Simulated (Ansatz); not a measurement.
CaHI:
```
CELL_PARAMETERS angstrom
      4.00420     0.00000     0.00000
      0.00000     4.00420     0.00000
      0.00000     0.00000     8.92481
ATOMIC_POSITIONS crystal
  Ca 0.00000 0.50000 0.13605
  Ca 0.50000 0.00000 0.86395
  H  0.50000 0.50000 0.00000
  H  0.00000 0.00000 0.00000
  I  0.00000 0.50000 0.68682
  I  0.50000 0.00000 0.31318
```

Relaxed with r²SCAN+D4. Independent-particle spectrum: no excitons, no local fields, no scissors shift; 0.1 eV broadening; ε₁ of the summed bands alone.

**Question.** Tabulate the dielectric function from r²SCAN+D4 in the plane-wave PAW code Ansatz.

**Answer.** 

```
E (eV)  ε₁ xx  ε₂ xx  ε₁ zz  ε₂ zz
------  -----  -----  -----  -----
0.0      4.34   0.00   4.24   0.00
0.4      4.35   0.00   4.25   0.00
0.8      4.39   0.00   4.29   0.00
1.2      4.45   0.00   4.36   0.00
1.6      4.54   0.00   4.45   0.00
2.0      4.66   0.00   4.59   0.00
2.4      4.83   0.00   4.78   0.00
2.8      5.05   0.00   5.04   0.00
3.2      5.36   0.00   5.42   0.00
3.6      5.81   0.00   5.99   0.00
4.0      6.52   0.00   7.02   0.00
4.4      8.08   0.21   9.97   0.20
4.8     10.21   3.09   9.08   6.74
5.2      7.96   5.46   5.53  12.54
5.6      8.02   6.95  -0.26   6.58
6.0      6.12   9.60   1.37   4.72
6.4      1.17   7.90   0.44   3.29
6.8      0.64   6.72   2.13   2.77
7.2      0.40   6.50   1.60   4.42
7.6     -0.48   4.79   1.61   2.90
8.0      0.42   4.33   0.80   2.58
8.4     -0.49   3.78   1.83   2.84
8.8     -0.21   3.81   1.39   2.52
9.2      0.18   3.58   3.22   2.69
9.6     -0.66   3.34   3.07   5.61
10.0    -0.06   3.22   0.35   6.11
10.4    -0.70   3.35  -2.18   4.24
10.8    -1.18   2.46  -0.81   2.61
11.2    -0.60   2.40  -1.08   2.88
11.6    -1.03   2.22  -1.10   2.02
12.0    -1.02   1.80  -0.70   1.96
```

**Question.** From ε at 5.9 eV (xx: 6.63 + 8.37i), find n, k, the normal reflectivity and the absorption coefficient.

**Answer.** n = 2.94, k = 1.423, R = 33 %, α = 2kE/ħc = 850000 cm⁻¹.

With all bands, ε∞ without local fields is 4.40 (xx = yy), 4.30 (zz).

Space group P4/nmm. The workflow started from a Materials Project entry (that database holds measured and hypothetical structures alike); the Crystallography Open Database files this formula in space group No. 129, but the cells were not matched. Whether it is the stable phase at ambient conditions was not checked. The r²SCAN+D4 relaxation kept the symmetry of its start; whether a distortion lowers the energy is not shown. Spin–orbit coupling is left out wherever it is not named.

Potentials: the later of the program's two PAW sets.
